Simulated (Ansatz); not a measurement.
input.yaml

```yaml
crystal:
  lattice:
    - [3.2151359491, 0.0, 0.0]
    - [-1.6075679746, 2.7843894086, 0.0]
    - [0.0, 0.0, 35.20713084]
  atoms:
    - { symbol: W, position: [0.66666667, 0.33333333, 0.0938264] }
    - { symbol: W, position: [0.66666667, 0.33333333, 0.4697624] }
    - { symbol: W, position: [0.0, 0.0, 0.27997443] }
    - { symbol: W, position: [0.0, 0.0, 0.65935033] }
    - { symbol: Se, position: [0.0, 0.0, 0.4214743] }
    - { symbol: Se, position: [0.0, 0.0, 0.51808154] }
    - { symbol: S, position: [0.66666667, 0.33333333, 0.32397054] }
    - { symbol: S, position: [0.66666667, 0.33333333, 0.70332508] }
    - { symbol: S, position: [0.0, 0.0, 0.0498414] }
    - { symbol: S, position: [0.0, 0.0, 0.13782877] }
    - { symbol: S, position: [0.66666667, 0.33333333, 0.23596648] }
    - { symbol: S, position: [0.66666667, 0.33333333, 0.61534733] }
basis:
  ecutwfc: 500
kpoints:
  mp_grid: { grid: [12, 12, 1] }
hamiltonian:
  xc: r2scan
scf:
  occupations: { method: gaussian, width: 0.02 }
output:
  forces: true
  stress: true
  eigenvalues: true
  write_density: true
  write_potential: true
  elf: true
  volumetric_format: npy
relax:
  adjacent_minimum: "off"
  f_tol: 0.005
  max_steps: 80
  cell: { stress_tol: 0.05 }
```

Run as
```bash
ansatz run input.yaml --threads 2 --pin off --max-ram 5120MiB --backend cpu --events-out ev --progress --plain --runs-dir out
```

The calculation used DFT r2SCAN, scalar-relativistic, plane waves, PAW in Ansatz.

Abridged output (iterations and final results):

```
SCF iter   1: F=—  HF=-57989.909352 eV  |F-HF|=—  |Δ(HF+E_count)|=         —  Δρ=6.32e-3  dr2=1.12e-1  dr2_τ=2.86e-1  ethr=1.77e-3  ⟨swp⟩=7.8  Hψ=6124  notcnv=0
SCF iter   2: F=—  HF=-57990.171364 eV  |F-HF|=—  |Δ(HF+E_count)|=   2.62e-1  Δρ=3.73e-3  dr2=3.25e-2  dr2_τ=4.63e-3  ethr=9.02e-5  ⟨swp⟩=3.9  Hψ=3573  notcnv=0  defer=120
SCF iter   3: F=—  HF=-57990.179903 eV  |F-HF|=—  |Δ(HF+E_count)|=   8.54e-3  Δρ=2.13e-3  dr2=7.43e-3  dr2_τ=8.82e-4  ethr=2.62e-5  ⟨swp⟩=2.4  Hψ=1903  notcnv=0  defer=120
SCF iter   4: F=—  HF=-57990.185958 eV  |F-HF|=—  |Δ(HF+E_count)|=   6.06e-3  Δρ=8.92e-4  dr2=2.27e-3  dr2_τ=9.84e-5  ethr=5.99e-6  ⟨swp⟩=3.2  Hψ=2772  notcnv=0  defer=120
SCF iter   5: F=—  HF=-57990.186972 eV  |F-HF|=—  |Δ(HF+E_count)|=   1.01e-3  Δρ=1.85e-4  dr2=2.82e-4  dr2_τ=1.95e-5  ethr=1.83e-6  ⟨swp⟩=2.1  Hψ=2511  notcnv=0  defer=120
SCF iter   6: F=—  HF=-57990.187000 eV  |F-HF|=—  |Δ(HF+E_count)|=   2.84e-5  Δρ=6.98e-5  dr2=4.80e-5  dr2_τ=1.72e-6  ethr=2.28e-7  ⟨swp⟩=2.7  Hψ=1879  notcnv=0  defer=120
SCF iter   7: F=—  HF=-57990.187121 eV  |F-HF|=—  |Δ(HF+E_count)|=   1.21e-4  Δρ=2.82e-5  dr2=1.04e-5  dr2_τ=4.61e-7  ethr=3.87e-8  ⟨swp⟩=2.5  Hψ=2812  notcnv=0  defer=106
SCF iter   8: F=—  HF=-57990.187123 eV  |F-HF|=—  |Δ(HF+E_count)|=   1.66e-6  Δρ=1.22e-5  dr2=1.63e-6  dr2_τ=5.23e-8  ethr=8.35e-9  ⟨swp⟩=3.1  Hψ=2788  notcnv=0  defer=106
SCF iter   9: F=—  HF=-57990.187123 eV  |F-HF|=—  |Δ(HF+E_count)|=   1.69e-7  Δρ=5.76e-6  dr2=4.19e-7  dr2_τ=1.16e-8  ethr=1.32e-9  ⟨swp⟩=2.0  Hψ=2008  notcnv=0  defer=106
SCF iter  10: F=-57990.187123 eV  HF=-57990.187123 eV  |F-HF|=8.52e-9  |Δ(HF+E_count)|=   2.23e-8  Δρ=1.86e-6  dr2=3.04e-8  dr2_τ=5.73e-10  ethr=8.06e-11  ⟨swp⟩=16.6  Hψ=12471  notcnv=0
SCF 1 converged in 10 iterations: F = -57990.187123 eV  dr2 = 3.04e-8
relax step   1: F+E_penalty+E_count = -57990.18712301 eV  Δ(F+E_penalty+E_count) = +0.000e0 eV  max|allowed force component| = 5.746e-2 eV/Å  Δτ_max = 0.0000 Å  P = -0.172 GPa  Ω = 315.181 Å³  (10 SCF iters, dr2 threshold 1.00e-7 eV, accepted)
Crystal: 12 atoms, lattice volume = 314.527 Å³
Basis set: ecut = 500 eV, 7947 PW (Γ), exchange–correlation on 96×96×1080 points (64 copies of the dense FFT grid, shifted against one another)
Initial density: handed on by an earlier stage of this run
Initial wavefunctions: those handed on with the density
SCF iter   1: F=—  HF=-57990.013116 eV  |F-HF|=—  |Δ(HF+E_count)|=         —  Δρ=2.82e-3  dr2=1.24e-2  dr2_τ=5.85e-1  ethr=9.80e-6  ⟨swp⟩=3.6  Hψ=7227  notcnv=0  defer=1
SCF iter   2: F=—  HF=-57990.185483 eV  |F-HF|=—  |Δ(HF+E_count)|=   1.72e-1  Δρ=1.91e-3  dr2=6.08e-3  dr2_τ=3.94e-4  ethr=9.80e-6  ⟨swp⟩=4.5  Hψ=3121  notcnv=0  defer=2
SCF iter   3: F=—  HF=-57990.187248 eV  |F-HF|=—  |Δ(HF+E_count)|=   1.76e-3  Δρ=5.61e-4  dr2=1.21e-3  dr2_τ=1.88e-4  ethr=4.90e-6  ⟨swp⟩=3.2  Hψ=2571  notcnv=0  defer=6
SCF iter   4: F=—  HF=-57990.187407 eV  |F-HF|=—  |Δ(HF+E_count)|=   1.59e-4  Δρ=1.85e-4  dr2=3.29e-4  dr2_τ=3.59e-5  ethr=9.72e-7  ⟨swp⟩=2.4  Hψ=2352  notcnv=0  defer=4
SCF iter   5: F=—  HF=-57990.187374 eV  |F-HF|=—  |Δ(HF+E_count)|=   3.27e-5  Δρ=8.65e-5  dr2=2.81e-5  dr2_τ=1.07e-6  ethr=2.65e-7  ⟨swp⟩=2.1  Hψ=1933  notcnv=0  defer=3
SCF iter   6: F=—  HF=-57990.187495 eV  |F-HF|=—  |Δ(HF+E_count)|=   1.20e-4  Δρ=2.83e-5  dr2=9.04e-6  dr2_τ=4.15e-7  ethr=2.27e-8  ⟨swp⟩=2.2  Hψ=2336  notcnv=0  defer=3
SCF iter   7: F=—  HF=-57990.187494 eV  |F-HF|=—  |Δ(HF+E_count)|=   9.86e-8  Δρ=1.04e-5  dr2=6.86e-7  dr2_τ=2.95e-8  ethr=7.29e-9  ⟨swp⟩=2.0  Hψ=1819  notcnv=0  defer=3
SCF iter   8: F=-57990.187495 eV  HF=-57990.187495 eV  |F-HF|=1.06e-7  |Δ(HF+E_count)|=   3.29e-7  Δρ=3.12e-6  dr2=1.62e-7  dr2_τ=4.54e-9  ethr=1.66e-10  ⟨swp⟩=27.5  Hψ=14137  notcnv=0
SCF 2 converged in 8 iterations: F = -57990.187495 eV  dr2 = 1.62e-7
  Residual-converged pass: ⟨swp⟩=1.1  Hψ=1503  notcnv=0  max |occ|·‖R‖ = 7.1e-9 eV (tolerance 1.0e-8 eV) dr2=1.62e-7  dr2_τ=4.54e-9  dr2_onsite=3.40e-9  max |Δocc| = 1.9e-319
relax step   2: F+E_penalty+E_count = -57990.18749472 eV  Δ(F+E_penalty+E_count) = -3.717e-4 eV  max|allowed force component| = 5.845e-2 eV/Å  Δτ_max = 0.0520 Å  P = +0.169 GPa  Ω = 314.527 Å³  energy of the carried Pulay correction = +1.183e-4 eV  (8 SCF iters, dr2 threshold 2.06e-7 eV, accepted)
Crystal: 12 atoms, lattice volume = 315.256 Å³
SCF iter   1: F=—  HF=-57990.179432 eV  |F-HF|=—  |Δ(HF+E_count)|=         —  Δρ=5.99e-4  dr2=9.56e-4  dr2_τ=2.55e-2  ethr=8.98e-7  ⟨swp⟩=3.0  Hψ=6915  notcnv=0
SCF iter   2: F=—  HF=-57990.187895 eV  |F-HF|=—  |Δ(HF+E_count)|=   8.46e-3  Δρ=4.14e-4  dr2=3.36e-4  dr2_τ=3.25e-5  ethr=7.71e-7  ⟨swp⟩=2.0  Hψ=2843  notcnv=0
SCF iter   3: F=—  HF=-57990.187952 eV  |F-HF|=—  |Δ(HF+E_count)|=   5.72e-5  Δρ=1.88e-4  dr2=8.49e-5  dr2_τ=1.07e-5  ethr=2.71e-7  ⟨swp⟩=2.2  Hψ=1996  notcnv=0
SCF iter   4: F=—  HF=-57990.188076 eV  |F-HF|=—  |Δ(HF+E_count)|=   1.24e-4  Δρ=3.04e-5  dr2=1.09e-5  dr2_τ=8.97e-7  ethr=6.85e-8  ⟨swp⟩=2.0  Hψ=2337  notcnv=0
SCF iter   5: F=—  HF=-57990.188075 eV  |F-HF|=—  |Δ(HF+E_count)|=   7.85e-7  Δρ=1.75e-5  dr2=1.66e-6  dr2_τ=8.84e-8  ethr=8.81e-9  ⟨swp⟩=2.7  Hψ=2376  notcnv=0
SCF iter   6: F=—  HF=-57990.188075 eV  |F-HF|=—  |Δ(HF+E_count)|=   1.30e-9  Δρ=6.97e-6  dr2=3.49e-7  dr2_τ=1.28e-8  ethr=1.34e-9  ⟨swp⟩=2.2  Hψ=1877  notcnv=0
SCF iter   7: F=-57990.188075 eV  HF=-57990.188075 eV  |F-HF|=3.27e-8  |Δ(HF+E_count)|=   7.26e-8  Δρ=2.01e-6  dr2=5.98e-8  dr2_τ=1.18e-9  ethr=1.72e-10  ⟨swp⟩=19.5  Hψ=12379  notcnv=0
SCF 3 converged in 7 iterations: F = -57990.188075 eV  dr2 = 5.98e-8
  Residual-converged pass: ⟨swp⟩=1.0  Hψ=1501  notcnv=0  max |occ|·‖R‖ = 7.1e-9 eV (tolerance 1.0e-8 eV) dr2=5.98e-8  dr2_τ=1.18e-9  dr2_onsite=5.55e-9  max |Δocc| = 2.5e-313
relax step   3: F+E_penalty+E_count = -57990.18807518 eV  Δ(F+E_penalty+E_count) = -5.805e-4 eV  max|allowed force component| = 1.211e-2 eV/Å  Δτ_max = 0.0129 Å  P = +0.002 GPa  Ω = 315.256 Å³  energy of the carried Pulay correction = -1.365e-5 eV  (7 SCF iters, dr2 threshold 2.14e-7 eV, accepted)
Crystal: 12 atoms, lattice volume = 315.248 Å³
SCF iter   1: F=—  HF=-57990.187998 eV  |F-HF|=—  |Δ(HF+E_count)|=         —  Δρ=6.53e-5  dr2=8.25e-6  dr2_τ=2.78e-4  ethr=7.27e-9  ⟨swp⟩=3.0  Hψ=6486  notcnv=0
SCF iter   2: F=—  HF=-57990.188085 eV  |F-HF|=—  |Δ(HF+E_count)|=   8.71e-5  Δρ=4.28e-5  dr2=3.29e-6  dr2_τ=2.83e-7  ethr=6.65e-9  ⟨swp⟩=2.2  Hψ=2609  notcnv=0
SCF iter   3: F=—  HF=-57990.188086 eV  |F-HF|=—  |Δ(HF+E_count)|=   7.09e-7  Δρ=1.69e-5  dr2=6.60e-7  dr2_τ=6.20e-8  ethr=2.66e-9  ⟨swp⟩=2.1  Hψ=1877  notcnv=0
SCF iter   4: F=—  HF=-57990.188086 eV  |F-HF|=—  |Δ(HF+E_count)|=   2.11e-7  Δρ=4.04e-6  dr2=2.55e-7  dr2_τ=1.05e-8  ethr=5.32e-10  ⟨swp⟩=2.1  Hψ=2339  notcnv=0
SCF iter   5: F=—  HF=-57990.188086 eV  |F-HF|=—  |Δ(HF+E_count)|=   2.90e-8  Δρ=1.57e-6  dr2=1.36e-8  dr2_τ=6.03e-10  ethr=2.06e-10  ⟨swp⟩=2.4  Hψ=2276  notcnv=0
SCF iter   6: F=-57990.188086 eV  HF=-57990.188086 eV  |F-HF|=4.18e-9  |Δ(HF+E_count)|=  9.24e-10  Δρ=7.26e-7  dr2=5.62e-9  dr2_τ=3.54e-10  ethr=7.39e-12  ⟨swp⟩=12.5  Hψ=10142  notcnv=0
SCF 4 converged in 6 iterations: F = -57990.188086 eV  dr2 = 5.62e-9
relax step   4: F+E_penalty+E_count = -57990.18808635 eV  Δ(F+E_penalty+E_count) = -1.117e-5 eV  max|allowed force component| = 1.082e-3 eV/Å  Δτ_max = 0.0011 Å  P = -0.001 GPa  Ω = 315.248 Å³  energy of the carried Pulay correction = -1.214e-5 eV  (6 SCF iters, dr2 threshold 9.16e-9 eV, accepted)
Initial wavefunctions: pseudopotential atomic-orbital guess (no wavefunctions were taken with the density)
SCF iter   1: F=—  HF=-57990.187945 eV  |F-HF|=—  |Δ(HF+E_count)|=         —  Δρ=1.56e-5  dr2=2.33e-8  dr2_τ=4.68e-8  ethr=4.04e-7  ⟨swp⟩=4.1  Hψ=10706  notcnv=0
SCF iter   2: F=—  HF=-57990.188047 eV  |F-HF|=—  |Δ(HF+E_count)|=   1.03e-4  Δρ=7.87e-6  dr2=8.92e-9  dr2_τ=1.44e-7  ethr=1.88e-11  ⟨swp⟩=5.6  Hψ=5091  notcnv=0
SCF iter   3: F=—  HF=-57990.188095 eV  |F-HF|=—  |Δ(HF+E_count)|=   4.80e-5  Δρ=2.73e-6  dr2=2.27e-9  dr2_τ=9.96e-9  ethr=7.20e-12  ⟨swp⟩=4.6  Hψ=4021  notcnv=0
SCF iter   4: F=—  HF=-57990.188112 eV  |F-HF|=—  |Δ(HF+E_count)|=   1.62e-5  Δρ=4.31e-7  dr2=5.32e-10  dr2_τ=2.15e-10  ethr=1.83e-12  ⟨swp⟩=4.6  Hψ=4001  notcnv=0
SCF iter   5: F=—  HF=-57990.188113 eV  |F-HF|=—  |Δ(HF+E_count)|=   1.01e-6  Δρ=1.23e-7  dr2=2.51e-10  dr2_τ=8.04e-12  ethr=1.00e-12  ⟨swp⟩=3.7  Hψ=3311  notcnv=0
SCF iter   6: F=-57990.188113 eV  HF=-57990.188113 eV  |F-HF|=9.17e-10  |Δ(HF+E_count)|=   1.34e-9  Δρ=5.42e-8  dr2=4.92e-11  dr2_τ=1.45e-12  ethr=1.00e-12  ⟨swp⟩=10.1  Hψ=8535  notcnv=0
SCF 5 converged in 6 iterations: F = -57990.188113 eV  dr2 = 4.92e-11
WARN: The output density's exchange-correlation potential varies sharply where the density is thin. Do not read a vacuum level from v_tot or v_xc, or from such a field of the output density. On a cell that repeats whose density bears no net charge and no dipole along the vacuum's axis use v_es (v_loc + v_h of the components); under efield.dipole_correction with no amplitude use v_es + v_field, which holds any external_charges[].barrier, or the levels of the report's work_function block, which leave it out; under a non-zero efield.amplitude the vacuum is tilted and has no level; on a cell that repeats and bears such a dipole with no correction it is tilted too, and efield.dipole_correction wi ...
SCF converged after 6 iterations
Free energy (F): -57990.188113 eV
Harris-Foulkes:  -57990.188113 eV  (|F-HF|=9.17e-10)
Internal energy: -57990.188113 eV  (E = F + TS)
E sigma→0 (E₀):  -57990.188113 eV
Fermi energy:    7.240716 eV
--- Per-component energies (eV) ---
  E_band       = -2149.899998
  E_kinetic    = 2688.531859
  E_local      = -104042.057240  (includes V_loc(G=0)·N_el)
  E_nonlocal   = -1015.355283
  E_hartree    = 51050.328043
  E_xc         = -1745.768954
  E_vxc        = -1821.888348  (∫ρ·V_xc dr)
  E_paw        = -41880.020345  (= ΣΔE_a)
  E_vpaw       = -150.705309  (= ΣTr[D̂ρ^β])
  E_aug_tail   = -0.000612  (compensation charges beyond the density's cutoff)
  E_vtau       = 90.917258  (kinetic-family band-sum trace: ∫τ·v_τ [+ j·A + Jᵃ·Aᵃ] dr)
  E_ewald      = 36960.694356
  E_core_change = -6.539936  (= ΣΔE_core)
  E_smearing   =  0.000000  (= −TS)
--- Forces (eV/Å), atoms counted from 1 ---
  atom   1  W      0.00000000     0.00000000     0.00011442
  atom   2  W      0.00000000     0.00000000    -0.00012374
  atom   3  W      0.00000000     0.00000000    -0.00053822
  atom   4  W      0.00000000     0.00000000     0.00019331
  atom   5  Se     0.00000000     0.00000000     0.00082329
  atom   6  Se     0.00000000     0.00000000    -0.00070717
  atom   7  S      0.00000000     0.00000000    -0.00022940
  atom   8  S      0.00000000     0.00000000     0.00016589
  atom   9  S      0.00000000     0.00000000     0.00087737
  atom  10  S      0.00000000     0.00000000    -0.00107972
  atom  11  S      0.00000000     0.00000000     0.00063420
  atom  12  S      0.00000000     0.00000000    -0.00013156
--- Stress (GPa, compression-positive) ---
       -0.000189       0.000000       0.000000
        0.000000      -0.000189       0.000000
        0.000000       0.000000      -0.001480
  P = ⅓ Tr σ = -0.0006 GPa (-0.006 kbar)
--- Band table (eV; the first three rows and the last of 19) ---
  k-point 0: bands = ["-69.9186", "-69.9176", "-69.9171", "-69.0779", "-41.6830", "-41.6830", "-41.6822", "-41.6822", "-41.6530", "-41.6530", "-41.6517", "-41.6517", "-41.6407", "-41.6386", "-33.5301", "-33.5289", "-33.5283", "-33.4083", "-33.4083", "-33.4075", "-33.4075", "-33.4070", "-33.4070", "-32.7776", "-32.5606", "-32.5606", "-9.4315", "-9.4056", "-9.3794", "-8.9749", "-7.7347", "-7.6781", "-7.6143", "-7.5687", "-0.7013", "-0.5606", "-0.3832", "0.0477", "2.8769", "2.8769", "2.8785", "2.8785", "2.8804", "2.8804", "3.3540", "3.6805", "4.1427", "4.1450", "4.1450", "4.1508", "4.1508", "4.1568", "4.1568", "4.4166", "4.4166", "4.6559", "5.6582", "5.6582", "5.8330", "6.1286", "6.3930", "6.56 ...
  k-point 1: bands = ["-69.9175", "-69.9165", "-69.9160", "-69.0768", "-41.6829", "-41.6825", "-41.6823", "-41.6818", "-41.6531", "-41.6531", "-41.6520", "-41.6518", "-41.6405", "-41.6384", "-33.5261", "-33.5248", "-33.5242", "-33.4305", "-33.4296", "-33.4291", "-33.4135", "-33.4126", "-33.4121", "-32.7730", "-32.5825", "-32.5656", "-9.3168", "-9.2908", "-9.2648", "-8.8545", "-7.6843", "-7.6342", "-7.5724", "-7.5231", "-0.5655", "-0.4245", "-0.2484", "0.1966", "2.5859", "2.5887", "2.5917", "2.9870", "2.9894", "2.9920", "3.0880", "3.3037", "3.5343", "3.9389", "3.9676", "3.9740", "3.9805", "4.0765", "4.3483", "4.5292", "4.5327", "4.7567", "5.4559", "5.5988", "5.8190", "6.0710", "6.2783", "6.42 ...
  k-point 2: bands = ["-69.9145", "-69.9135", "-69.9130", "-69.0738", "-41.6827", "-41.6826", "-41.6813", "-41.6806", "-41.6534", "-41.6533", "-41.6527", "-41.6519", "-41.6399", "-41.6378", "-33.5149", "-33.5137", "-33.5131", "-33.4906", "-33.4897", "-33.4893", "-33.4275", "-33.4266", "-33.4261", "-32.7604", "-32.6421", "-32.5794", "-8.9903", "-8.9646", "-8.9390", "-8.5085", "-7.5525", "-7.5106", "-7.4574", "-7.3761", "-0.1981", "-0.0579", "0.1114", "0.6047", "1.9068", "1.9146", "1.9219", "2.5372", "2.6788", "2.8275", "3.2487", "3.2914", "3.2958", "3.3003", "3.4450", "3.5503", "3.5577", "3.5655", "4.3911", "4.5553", "4.7264", "4.8513", "4.9853", "5.3298", "5.6517", "5.7602", "5.8429", "6.052 ...
  k-point 18: bands = ["-69.9001", "-69.8992", "-69.8987", "-69.0595", "-41.6806", "-41.6786", "-41.6785", "-41.6782", "-41.6559", "-41.6548", "-41.6536", "-41.6532", "-41.6374", "-41.6348", "-33.6502", "-33.6494", "-33.6489", "-33.6166", "-33.6158", "-33.6153", "-33.4614", "-33.4602", "-33.4595", "-32.7991", "-32.7673", "-32.7000", "-7.0049", "-7.0022", "-7.0003", "-6.8126", "-6.8093", "-6.8074", "-6.2444", "-6.2390", "0.0588", "0.0792", "0.0985", "0.4624", "0.4705", "0.4710", "0.8939", "1.0281", "1.3462", "1.3775", "1.4074", "1.8951", "1.9167", "1.9270", "2.0055", "2.5629", "2.6398", "2.6611", "2.8600", "3.0269", "3.5876", "3.6039", "3.6352", "4.0218", "5.9464", "5.9726", "5.9968", "6.7148 ...
--- Relaxed structure (4 steps of the walk, 4 accepted, 1 SCFs on fresh bases) ---
  F+E_penalty+E_count = -57990.18811261 eV   max|allowed force component| = 1.080e-3 eV/Å   (the final SCF, on the basis selected at the relaxed cell)
  cell:  # Å, volume = 315.2481 Å³
    - [3.21271911, 0.0, 0.0]
    - [-1.60635955, 2.78229637, 0.0]
    - [0.0, 0.0, 35.26763462]
  atoms:
    - { symbol: W, position: [0.66666666, 0.33333333, 0.09429553] }
    - { symbol: W, position: [0.66666666, 0.33333333, 0.46955249] }
    - { symbol: W, position: [0.0, 0.0, 0.27879223] }
    - { symbol: W, position: [0.0, 0.0, 0.66027627] }
    - { symbol: Se, position: [0.0, 0.0, 0.42136824] }
    - { symbol: Se, position: [0.0, 0.0, 0.51773643] }
    - { symbol: S, position: [0.66666666, 0.33333333, 0.32272379] }
    - { symbol: S, position: [0.66666666, 0.33333333, 0.70418370] }
    - { symbol: S, position: [0.0, 0.0, 0.05038583] }
    - { symbol: S, position: [0.0, 0.0, 0.13822296] }
    - { symbol: S, position: [0.66666666, 0.33333333, 0.23486790] }
    - { symbol: S, position: [0.66666666, 0.33333333, 0.61634357] }
```

The relaxation met its thresholds.

The run took 4.5 min on 2 threads of Arm Neoverse V2 (shared host), peak memory 1.5 GiB.

Spin–orbit coupling is left out, which can shift energies with elements as heavy as these. The cell holds layers, and r2SCAN describes their binding at middle range but leaves out its long-range dispersion part.